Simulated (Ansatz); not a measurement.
GeF4:
```xyz
5
Lattice="-2.5847 2.5847 2.5847 2.5847 -2.5847 2.5847 2.5847 2.5847 -2.5847" Properties=species:S:1:pos:R:3 pbc="T T T"
Ge     0.0000     0.0000     0.0000
F      1.6098    -1.6098     1.6098
F      0.9749     0.9749     0.9749
F     -1.6098     1.6098     1.6098
F      1.6098     1.6098    -1.6098
```

LDA (plane waves, PAW; program Ansatz) gives a gap of 5.17 eV without spin–orbit coupling, maximum at H, minimum at Γ.

Problem. What happens when spin–orbit coupling is switched on?

Solution. The gap falls by 0.01 eV, to 5.16 eV; maximum at H, minimum at Γ.

Problem. Give the electron effective mass with spin–orbit coupling.

Solution. 0.68 mₑ (isotropic).

Space group I-43m. The first step of the workflow began from a Materials Project structure, measured or hypothetical; the Crystallography Open Database files this formula in space group No. 217, but the cells were not matched. Whether it is the stable phase at ambient conditions was not checked. The LDA relaxation kept the symmetry of its start; whether a distortion lowers the energy is not shown. A crystal of weakly bound molecules computed without a dispersion correction: the cell and the soft elastic constants depend strongly on that.

Potentials: the later of the program's two PAW sets.
